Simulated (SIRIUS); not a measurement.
A self-consistent single point of Sn4TeSe3 (Pm, 8 atoms in the cell; from Materials Project mp-1219000, changed as shown) with SIRIUS.

All values come from this method and carry its errors: PBEsol, GBRV PBEsol ultrasoft pseudopotentials (plane waves; SIRIUS).

The change in words: volume scaled by 0.96. Reference geometry (Pm):
```yaml
crystal:
  lattice:
    - [4.73589, 0.00000, 0.00000]
    - [0.00000, 4.27823, 0.00000]
    - [-0.10062, 0.00000, 12.02305]
  atoms:
    - { symbol: Sn, position: [0.58740, 0.50000, 0.37940] }
    - { symbol: Sn, position: [0.88560, 0.50000, 0.87720] }
    - { symbol: Sn, position: [0.38340, 0.00000, 0.62340] }
    - { symbol: Sn, position: [0.12240, 0.00000, 0.11270] }
    - { symbol: Te, position: [0.01950, 0.00000, 0.35690] }
    - { symbol: Se, position: [0.50540, 0.50000, 0.14830] }
    - { symbol: Se, position: [0.99750, 0.50000, 0.65060] }
    - { symbol: Se, position: [0.49890, 0.00000, 0.85150] }
```

Reference input (self-consistent single point, DFT, PBEsol, plane waves, GBRV PBEsol ultrasoft pseudopotentials): parameters.ngridk = 3 3 1; parameters.xc_functionals = [XC_GGA_X_PBE_SOL, XC_GGA_C_PBE_SOL]; parameters.gk_cutoff = 6.325 1/bohr; parameters.pw_cutoff = 14.143 1/bohr; parameters.smearing = fermi_dirac; parameters.smearing_width = 0.00183747 Ha; potentials = GBRV PBEsol ultrasoft pseudopotentials; parameters.electronic_structure_method = pseudopotential; parameters.num_bands = 48; parameters.num_mag_dims = 0; parameters.num_dft_iter = 100; parameters.energy_tol = 1e-07 Ha. This run's input differs from it in these lines:

```diff
@@ -32,7 +32,7 @@
     "lattice_vectors": [
-      [1.0000000309, 0.0, 0.0],
-      [0.0, 0.9033638744, 0.0],
-      [-0.0212467024, 0.0, 2.5387106646]
+      [1.0000000528, 0.0, 0.0],
+      [0.0, 0.9033640454, 0.0],
+      [-0.021246685, 0.0, 2.5387108721]
     ],
-    "lattice_vectors_scale": 8.949531,
+    "lattice_vectors_scale": 8.828577,
     "atom_coordinate_units": "lattice",
```

Log, with long lists cut:

```
[find] density tolerance         : 1e-06
[find] total energy tolerance    : 1e-07
[find] iter_solver_tol (initial) : 0.01
[find] iter_solver_tol (target)  : 1e-13
[find] num_dft_iter              : 100
Charges and magnetic moments
--------------------------------------------------------------------------------
total charge          : 80.000000
[find] | SCF iteration   0 out of 100|
[diagonalize] iterative solver tolerance (occupied, empty): 0.01 0.01
[diagonalize] average number of iterations: 2.25
[find] Charges and magnetic moments
[find] total charge          : 80.000000
[find] Energy
   [... lines left out ...]

[find] Charges and magnetic moments
[find] total charge          : 80.000000
[find] Energy
[find] smearing (-TS)                 :      -0.00003562
[find] Total energy                   :    -396.07797720 (Ha),    -792.15595441 (Ry)
[find] Free energy (E-TS)             :    -396.07801283 (Ha),    -792.15602565 (Ry)
[find] band gap (eV)                  :       0.58331376
[find] Efermi                         :       0.27122338
[find] iteration : 30, RMS (target) : 8.6942e-07 (1.0000e-06) , energy difference (target) : -3.0792e-10 (1.0000e-07)
[find] bands are converged : true
[find] iterative solver converged : false
[find] converged after 31 SCF iterations!
[find] Charges and magnetic moments
[find] total charge          : 80.000000
[find] Energy
[find] smearing (-TS)                 :      -0.00003562
[find] Total energy                   :    -396.07797720 (Ha),    -792.15595441 (Ry)
[find] Free energy (E-TS)             :    -396.07801283 (Ha),    -792.15602565 (Ry)
[find] band gap (eV)                  :       0.58331376
[find] Efermi                         :       0.27122338
[ground_state] === stress tensor components [kbar] ===
[ground_state] === stress_total ===
[ground_state]    18.029274    0.000000    0.266014
[ground_state]     0.000000    3.870648    0.000000
[ground_state]     0.266014    0.000000    2.014366
[ground_state] ==== total Forces in Ha/bohr =====
   [... lines left out ...]
[ground_state] atom:    3, force:       0.0024834      0.0000000     -0.0002212
[ground_state] atom:    4, force:      -0.0016438      0.0000000      0.0049988
[ground_state] atom:    5, force:      -0.0020703      0.0000000     -0.0040074
[ground_state] atom:    6, force:       0.0029882      0.0000000     -0.0014131
[ground_state] atom:    7, force:       0.0045287      0.0000000      0.0025724
```

The run converged in 31 iterations. SIRIUS prints the stress tensor with tension positive. Against the reference run the free energy falls by 12.3 meV/atom, the pressure goes from -2.47 to -0.80 GPa and the largest force goes from 0.418 to 0.271 eV/Å.

Spin-orbit coupling is left out, which matters for bands and gaps with elements this heavy. The structure comes from a collection of computed structures, made at another level of theory; the collection holds predicted forms beside known ones. Its lattice was then scaled.

Cost on one core: around 110 core-seconds (rough).

The gap that the log prints is read on the run's mesh, which can miss the band edges or a crossing.
